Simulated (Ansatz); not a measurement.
This guess for InAs2 is about to be relaxed.

```cif
data_structure
_symmetry_space_group_name_H-M 'P6_3/mmc'
_symmetry_Int_Tables_number 194
_cell_length_a 4.8002
_cell_length_b 4.8002
_cell_length_c 7.5925
_cell_angle_alpha 90.000
_cell_angle_beta 90.000
_cell_angle_gamma 120.000
_cell_volume 151.51
loop_
_atom_site_label
_atom_site_type_symbol
_atom_site_symmetry_multiplicity
_atom_site_Wyckoff_symbol
_atom_site_fract_x
_atom_site_fract_y
_atom_site_fract_z
_atom_site_occupancy
In1 In 2 b 0.00000 0.00000 0.25000 1
As1 As 4 f 0.33333 0.66667 0.45400 1
```

Level of theory: DFT PBE, scalar-relativistic, plane waves, PAW in Ansatz. Cutoff 420 eV, Gaussian smearing, Γ-centred meshes. Cell and atoms relax on a converged mesh. In metals the finer mesh still leaves noise of several meV/atom or more. The steps can't lower the symmetry of their start. No spin polarisation.

A guess keeps its type if space group and coordination stay and the shape of the cell changes little (axis ratios within about 15 %, angles within 6°); the volume may change.

Problem. Will the relaxed cell still be of the starting type?

Solution. It doesn't keep its type. The symmetry stays P6_3/mmc (No. 194). The volume per atom shrinks by 4.1 %, from 25.3 to 24.2 Å³. The shortest distance goes from 2.86 Å (As–As) to 2.58 Å (As–As). The ratio c/a of the conventional cell changes by a factor of 2.05. Counting neighbours within 15 % of an atom's shortest distance, the start has As 7, In 12 and the end As 3, In 6. In detail, at the end In has 6 As at 3.16 Å; around As lie 3 As at 2.58 Å and 3 In at 3.16 Å.

```
In As
1.0
     3.72334    0.00000    0.00000
    -1.86167    3.22451    0.00000
     0.00000    0.00000   12.10055
In As
2 4
Direct
  0.00000 0.00000 0.25000
  0.00000 0.00000 0.75000
  0.33333 0.66667 0.44097
  0.66667 0.33333 0.94097
  0.33333 0.66667 0.05903
  0.66667 0.33333 0.55903
```

The last run used a 12×12×6 mesh (in the run's order of axes) for its 6-atom cell and Gaussian smearing of 0.10 eV. Symmetry constrained the relaxation, so the result can be a saddle point.
